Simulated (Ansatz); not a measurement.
input.yaml

```yaml
crystal:
  lattice:
    - [3.7749940205, 0.0, 0.0]
    - [0.0, 3.7749940205, 0.0]
    - [0.0, 0.0, 3.7749940205]
  atoms:
    - { symbol: Al, position: [0.0, 0.5, 0.5] }
    - { symbol: Al, position: [0.5, 0.0, 0.5] }
    - { symbol: Al, position: [0.5, 0.5, 0.0] }
    - { symbol: Cu, position: [0.0, 0.0, 0.0] }
basis:
  ecutwfc: 420
kpoints:
  mp_grid: { grid: [12, 12, 12] }
hamiltonian:
  xc: pbesol
scf:
  occupations: { method: gaussian, width: 0.1 }
output:
  forces: true
  stress: true
  eigenvalues: true
```

Launched with
```bash
ansatz run input.yaml --threads 1 --pin off --max-ram 1331MiB --backend cpu --events-out ev --progress --plain --runs-dir out
```

The calculation used DFT PBEsol, scalar-relativistic, plane waves, PAW in Ansatz.

From the run's log, abridged:

```
Pseudopotentials: kind: paw
Pseudopotential: Al, paw, valence charge 3, recommended cutoff 420 eV (normal)
Pseudopotential: Cu, paw, valence charge 19, recommended cutoff 420 eV (normal)
Functional definition: PBEsol
Crystal: 4 atoms, lattice volume = 53.796 Å³
Basis set: ecut = 420 eV, 1021 PW (Γ), exchange–correlation on 54×54×54 points (8 copies of the dense FFT grid, shifted against one another)
Bands: 18, of which v1, the nominal top of the filled ones, is band 14 counted from 1 (13 counted from 0)
Symmetry: 48 space group operations
Space group: Pm-3m (ITA 221), of the structure as read, at distance tolerance 3.8e-5 Å
k-points: 84 of 1728
Initial density: superposition of atomic densities (neutral atoms: chi_scale 0, normalization atom), corrected by the library's trained network
Initial wavefunctions: pseudopotential atomic-orbital guess
Functional: x = pbesol(κ = 0.804, μ = 0.12345679), c = pbesol(β = 0.046)
SCF iter   1: F=—  HF=-8162.386342 eV  |F-HF|=—  |Δ(HF+E_count)|=         —  Δρ=5.99e-3  dr2=9.43e-3  ethr=1.77e-3  ⟨swp⟩=6.1  Hψ=8214  notcnv=0
SCF iter   2: F=—  HF=-8162.383688 eV  |F-HF|=—  |Δ(HF+E_count)|=   2.65e-3  Δρ=1.37e-3  dr2=2.21e-3  ethr=3.37e-5  ⟨swp⟩=2.6  Hψ=3433  notcnv=0
SCF iter   3: F=—  HF=-8162.383316 eV  |F-HF|=—  |Δ(HF+E_count)|=   3.72e-4  Δρ=1.02e-3  dr2=8.13e-4  ethr=7.89e-6  ⟨swp⟩=1.0  Hψ=1495  notcnv=0
SCF iter   4: F=—  HF=-8162.383106 eV  |F-HF|=—  |Δ(HF+E_count)|=   2.10e-4  Δρ=3.99e-4  dr2=1.50e-4  ethr=2.90e-6  ⟨swp⟩=1.7  Hψ=1920  notcnv=0
SCF iter   5: F=—  HF=-8162.383064 eV  |F-HF|=—  |Δ(HF+E_count)|=   4.20e-5  Δρ=8.27e-5  dr2=8.48e-6  ethr=5.37e-7  ⟨swp⟩=2.1  Hψ=2241  notcnv=0
SCF iter   6: F=—  HF=-8162.383026 eV  |F-HF|=—  |Δ(HF+E_count)|=   3.73e-5  Δρ=1.05e-5  dr2=1.02e-7  ethr=3.03e-8  ⟨swp⟩=2.0  Hψ=2261  notcnv=0
SCF iter   7: F=-8162.383026 eV  HF=-8162.383026 eV  |F-HF|=3.71e-10  |Δ(HF+E_count)|=   9.92e-9  Δρ=2.04e-6  dr2=1.28e-9  ethr=3.57e-10  ⟨swp⟩=5.0  Hψ=5461  notcnv=0
SCF 1 converged in 7 iterations: F = -8162.383026 eV  dr2 = 1.28e-9
SCF converged after 7 iterations
Free energy (F): -8162.383026 eV
Harris-Foulkes:  -8162.383026 eV  (|F-HF|=3.71e-10)
Internal energy: -8162.378032 eV  (E = F + TS)
E sigma→0 (E₀):  -8162.380529 eV
Entropy (-TS):   -0.004994 eV (-1.249 meV/atom)
Fermi energy:    11.443860 eV
--- Per-component energies (eV) ---
  E_band       = -421.235542
  E_kinetic    = 376.375963
  E_local      = -5885.983278  (includes V_loc(G=0)·N_el)
  E_nonlocal   = 420.260983
  E_hartree    = 2665.800885
  E_xc         = -211.173180
  E_vxc        = -207.942033  (∫ρ·V_xc dr)
  E_paw        = -2988.336841  (= ΣΔE_a)
  E_vpaw       = -455.547767  (= ΣTr[D̂ρ^β])
  E_aug_tail   = 0.000249  (compensation charges beyond the density's cutoff)
  E_ewald      = -2539.586433
  E_core_change = 0.263619  (= ΣΔE_core)
  E_smearing   = -0.004994  (= −TS)
--- Forces (eV/Å), atoms counted from 1 ---
  atom   1  Al     0.00000000     0.00000000     0.00000000
  atom   2  Al     0.00000000     0.00000000     0.00000000
  atom   3  Al     0.00000000     0.00000000     0.00000000
  atom   4  Cu     0.00000000     0.00000000     0.00000000
--- Stress (GPa, compression-positive) ---
       11.291907       0.000000       0.000000
        0.000000      11.291907       0.000000
        0.000000       0.000000      11.291907
  P = ⅓ Tr σ = 11.2919 GPa (112.919 kbar)
--- Band table (eV; the first three rows and the last of 84) ---
  k-point 0: bands = ["-101.9241", "-59.4380", "-59.4380", "-59.4380", "-0.5203", "6.6926", "6.6926", "7.5116", "7.5116", "7.5116", "8.8176", "8.8176", "8.8176", "10.6563", "12.2234", "12.2234", "18.4410", "18.4410"]
  k-point 1: bands = ["-101.9241", "-59.4380", "-59.4380", "-59.4380", "-0.4478", "6.5669", "6.7080", "7.4618", "7.4618", "7.5144", "8.2978", "8.9327", "8.9327", "10.9936", "12.2657", "12.7004", "17.2725", "17.2725"]
  k-point 2: bands = ["-101.9241", "-59.4381", "-59.4380", "-59.4380", "-0.2306", "6.0014", "6.7503", "7.3509", "7.3509", "7.5221", "7.7567", "9.2403", "9.2403", "11.2919", "12.3955", "14.0042", "15.9524", "15.9524"]
  k-point 83: bands = ["-101.9241", "-59.4383", "-59.4383", "-59.4383", "5.7427", "5.7427", "5.7427", "6.0569", "7.0556", "7.0556", "7.0556", "7.7689", "7.7689", "8.7101", "9.5941", "9.5941", "9.5941", "24.0645"]
```

Self-consistency was reached.